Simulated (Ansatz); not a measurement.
Hf2Pd2Se2Br2O3 and the effect of the choice of potentials or basis

```
Hf Pd Se Br O
1.0
     3.72613    0.00000    0.00000
    -1.86306    3.22692    0.00000
     0.00000    0.00000   17.00867
Hf Pd Se Br O
2 2 2 2 3
Direct
  0.66667 0.33333 0.93385
  0.33333 0.66667 0.06615
  0.00000 0.00000 0.30298
  0.00000 0.00000 0.69702
  0.33333 0.66667 0.22649
  0.66667 0.33333 0.77351
  0.66667 0.33333 0.39862
  0.33333 0.66667 0.60138
  0.33333 0.66667 0.92689
  0.66667 0.33333 0.07311
  0.00000 0.00000 0.00000
```

The cell comes from a database or a generator and needn't be the stable form of this composition.

Kept alike: task single point; functional PBE; k mesh 8 × 8 × 2; occupations fermi-dirac, width 0.05 eV; no spin polarisation. Program: Ansatz. Cutoffs run from 900 to 1380 eV. The mesh is that of the run's cell of 11 atoms. No spin-orbit coupling.

| choice of potentials or basis | pressure (GPa) |
| --- | --- |
| Ansatz NC | -0.02 |
| Ansatz PAW (files of its older set among them) | 0.02 |
| JTH PAW | -0.63 |
| PseudoDojo standard (PBE files) | -0.43 |
| SPMS NC | -0.27 |

Pressure is positive in compression, with a Pulay correction for the finite cutoff. For a metal such a mesh leaves the last digits unconverged.

The pressure runs from -0.63 (JTH PAW) to 0.02 GPa (Ansatz PAW (files of its older set among them)).
